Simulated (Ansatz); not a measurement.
W (bcc, W type), energy against volume

W (bcc, W type), conventional cell a = b = c = 3.1698 Å, α = β = γ = 90.00°. The calculation uses the primitive cell of 1 atom, to which meshes and values per cell refer.

Equation-of-state scan: isotropic scaling of the cell above, V₀ being its volume. Symmetry pins the atoms to their sites.

Method: r2SCAN (plane waves to 500 eV, PAW, scalar-relativistic; Ansatz, a program for electronic structure). k mesh 21×21×21 (Γ-centred), Fermi-Dirac smearing 0.05 eV. The energy includes the smearing's −TS. Compression counts positive. Spin-orbit coupling is left out, though W is heavy. The PAW data are Ansatz's earlier set. W is run without spin polarisation. W was relaxed with its symmetry unable to fall. The zero of ΔE is the relaxed starting cell.

```json
[
 {"V (Å³/atom)": "14.333", "ΔE (eV/atom)": "0.189", "P (GPa)": "41.7"},
 {"V (Å³/atom)": "14.731", "ΔE (eV/atom)": "0.101", "P (GPa)": "29.1"},
 {"V (Å³/atom)": "15.129", "ΔE (eV/atom)": "0.043", "P (GPa)": "18.1"},
 {"V (Å³/atom)": "15.527", "ΔE (eV/atom)": "0.010", "P (GPa)": "8.5"},
 {"V (Å³/atom)": "15.925", "ΔE (eV/atom)": "0.000", "P (GPa)": "0.0"},
 {"V (Å³/atom)": "16.323", "ΔE (eV/atom)": "0.010", "P (GPa)": "-7.5"},
 {"V (Å³/atom)": "16.721", "ΔE (eV/atom)": "0.037", "P (GPa)": "-14.1"},
 {"V (Å³/atom)": "17.120", "ΔE (eV/atom)": "0.079", "P (GPa)": "-20.0"},
 {"V (Å³/atom)": "17.518", "ΔE (eV/atom)": "0.135", "P (GPa)": "-25.1"}
]
```

What the scan shows:

The pressure at the smallest volume comes out as 41.7 GPa and the energy cost of the largest compression comes out as 189 meV/atom. The energy cost of the largest expansion is 135 meV/atom. The bulk modulus B₀ (third-order Birch-Murnaghan fit) is 319 GPa and the pressure derivative B₀′ (fit) is 4.1. The equilibrium volume of the fit is 15.92 Å³/atom. The pressure for 5 % compression (fit) comes out as 18.2 GPa.

The 9 points together took roughly 80 core-seconds.

(Under strain, the slope of the energy per volume gives the stress and its curvature an elastic modulus.)
